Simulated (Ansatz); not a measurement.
Relaxed candidate structures of CaF2:

A. P4₂/mnm (No. 136), tP6, rutile type; a = 5.2381 Å, b = 5.2381 Å, c = 3.5839 Å, α = 90.00°, β = 90.00°, γ = 90.00°; Ca 2a (0.000, 0.000, 0.000); F 4f (0.307, 0.307, 0.000)

B. Fm-3m (No. 225), cF12, fluorite type; a = b = c = 5.511 Å, α = β = γ = 90.00°; Ca 4a (0.000, 0.000, 0.000); F 8c (0.250, 0.250, 0.250)

**Question.** Rank these by energy per atom (lowest first), as PBE (plane waves to 420 eV, PAW, scalar-relativistic; Ansatz, an electronic-structure program) gives it.

**Answer.** B (reference, the lowest among the structures calculated here), A (+0.036 eV/atom)

**Question.** Give each candidate's band gap.

**Answer.** No candidate is metallic. A: 6.77 eV (no spin-orbit coupling); B: 7.14 eV (no spin-orbit coupling).

Each run could gain symmetry but not lose that of its start, so entries can be saddle points. From databases, or of a type measured for this composition: Fm-3m, cF12, fluorite type; the others are generated cells (placed on structure types, drawn at random, substituted or restacked) that were not matched to a known phase here. Energies are at zero temperature and pressure, without zero-point motion. No spin polarisation in the result.
